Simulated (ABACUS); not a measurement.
ABACUS run on AgNO₃ (R3m, 5 atoms in the cell; from Materials Project mp-8196, lattice scaled a little): self-consistent single point.

Method: LDA (PW92), numerical atomic orbitals TZDP (confined pseudo-atomic orbitals with Gaussian additions; energy shift 0.01 Ry), PseudoDojo 0.4 standard norm-conserving LDA (tails mended) pseudopotentials (ABACUS 3.10.1).

```
AgNO3
1.0
    2.59870     1.50036     2.88738
   -2.59870     1.50036     2.88738
    0.00000    -3.00072     2.88738
Ag N O
1 1 3
Cartesian
  0.00000   0.00000   8.64517
  0.00000   0.00000   4.97303
  0.00000  -1.27412   4.99295
  1.10342   0.63706   4.99295
 -1.10342   0.63706   4.99295
```

Reference input (self-consistent single point, DFT, LDA (PW92), plane waves, PseudoDojo 0.4 standard norm-conserving LDA (tails mended) pseudopotentials): KPT = Gamma 6 6 6 0 0 0; basis_type = pw; dft_functional = PWLDA; ecutwfc = 86 Ry; smearing_method = gaussian; smearing_sigma = 0.00146997 Ry; potentials = PseudoDojo 0.4 standard norm-conserving LDA (tails mended); symmetry = 1; symmetry_prec = 1e-05; ks_solver = cg; scf_nmax = 100; scf_thr = 1.0e-09 Ry. This run's input differs from it in these lines:

```diff
@@ -3,6 +3,7 @@
 calculation          scf
-basis_type           pw
+basis_type           lcao
 pseudo_dir           ./
+orbital_dir          ./
 dft_functional       PWLDA
-ecutwfc              86.0
+ecutwfc              100.0
 symmetry             1
@@ -11,5 +12,5 @@
 smearing_sigma       0.00146997
-ks_solver            cg
+ks_solver            genelpa
 scf_nmax             100
-scf_thr              1.0e-09
+scf_thr              1.0e-07
 mixing_type          pulay
@@ -18,2 +19,3 @@
 cal_stress           1
+out_mul              1
 device               cpu
@@ -24,2 +26,7 @@
 O 15.999 O.upf
+
+NUMERICAL_ORBITAL
+Ag_lda_7.4au_5s4p3d1f.orb
+N_lda_4.8au_3s3p2d.orb
+O_lda_4.3au_3s3p2d.orb
```

Log, with long lists cut:

```
 SELF-CONSISTENT
 -------------------------------------------

                  longest orb rcut (Bohr) = 7.4
   longest nonlocal projector rcut (Bohr) = 1.66
                     search radius (Bohr) = 18.1

                          real space grid = [ 54, 54, 54 ]
                                 init_chg = atomic

 LCAO ALGORITHM --------------- ION=   1  ELEC=   1--------------------------------

 Density error is 0.0824156481718
 E_KohnSham     -429.1128888703      -5838.3803738773
 E_Fermi        0.3986633347         5.4240929357

 LCAO ALGORITHM --------------- ION=   1  ELEC=   2--------------------------------

   [... lines left out ...]

   [... 8 blocks of this kind left out ...]

 LCAO ALGORITHM --------------- ION=   1  ELEC=  11--------------------------------

 Density error is 2.62960478422e-07
 E_KohnSham     -429.2316886686      -5839.9967280553
 E_Fermi        0.4026155363         5.4778653972

 LCAO ALGORITHM --------------- ION=   1  ELEC=  12--------------------------------

 Density error is 7.68385703447e-08
 E_KohnSham     -429.2316886686      -5839.9967280552
 E_KS(sigma->0) -429.2316886686      -5839.9967280552
 E_entropy(-TS) -0.0000000000        -0.0000000000
 E_Fermi        0.4026156157         5.4778664773
 charge density convergence is achieved
 final etot is -5839.9967281 eV
 EFERMI = 5.4778664773 eV

 STATE ENERGY(eV) AND OCCUPATIONS    NSPIN == 1
   [... 28 lines left out ...]

 TOTAL-FORCE (eV/Angstrom)
                       Ag1         0.0000000000         0.0000000000         0.0167553645
                        N1         0.0000000000         0.0000000000         0.0106088350
                        O1         0.0000000000         0.4260848009        -0.0091213998
                        O2        -0.3690003143        -0.2130424020        -0.0091213998
                        O3         0.3690003143        -0.2130424020        -0.0091213998

 TOTAL-STRESS (KBAR)
      -107.3518305938         0.0000000000        -0.0000000000
         0.0000000000      -107.3518606318         0.0000123930
        -0.0000000000         0.0000123930       -64.2095710337
 TOTAL-PRESSURE: -92.971087 KBAR

 --------------------------------------------
 !FINAL_ETOT_IS -5839.9967280552455122 eV
 --------------------------------------------
```

The run converged in 12 iterations. Against the reference run the free energy rises by 187 meV/atom, the pressure goes from -9.90 to -9.30 GPa, the largest force goes from 1.118 to 0.426 eV/Å and the gap on the mesh goes from 1.530 to 1.476 eV.

The atom-centred basis is finite, which shifts total energies, pressures, gaps and forces against plane waves. This run is one point of a test of settings, so its values need not be converged; read them against the reference run alone. The structure comes from a collection of computed structures, made at another level of theory; the collection holds predicted forms beside known ones. Its lattice was then scaled.

Cost on one core: around 17 core-seconds (rough).

The atomic orbitals were generated for these runs; they are not ABACUS's published sets and were checked against plane waves on a few crystals only.

“Tails mended”: in these copies of the files the far tail of each local potential was reset to the Coulomb form.
